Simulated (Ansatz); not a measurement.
With r²SCAN+D4 (plane waves, PAW; program Ansatz), BAs in the orthorhombic phase (Pnma; B on 4c, As on 4c) relaxes to a = 6.564 Å, b = 3.407 Å, c = 5.665 Å. Against the elements it lies at 0.18 eV/atom, with no fitted shifts.

The Kohn–Sham gap is 0.54 eV (indirect). HSE06 on the same cell gives 1.08 eV. Gap from r²SCAN+D4 with spin–orbit coupling: 0.54 eV. The hole mass is 0.15, 0.44, 0.82 mₑ (principal values).

The bulk modulus is 1080 kbar. The elastic constants imply a Debye temperature near 522 K. Bader charges are B +0.21, As -0.21 e.

The start of the workflow was typed in or built on a structure type; neither database checked (COD, Materials Project) lists it. It is not the phase usual at ambient conditions (space group No. 216). The cell was relaxed with r²SCAN+D4 under the symmetry of its start; whether a distortion lowers the energy is not shown. The volume moved by 25 % from the start of the relaxation. Its formation energy is positive at this level, so the cell may be metastable or incomplete. The references are the lowest solids computed at this level, not always the standard phases. Scalar-relativistic: spin–orbit coupling is off unless named, which matters more the heavier the elements.

Potentials: the earlier of the program's two PAW sets.
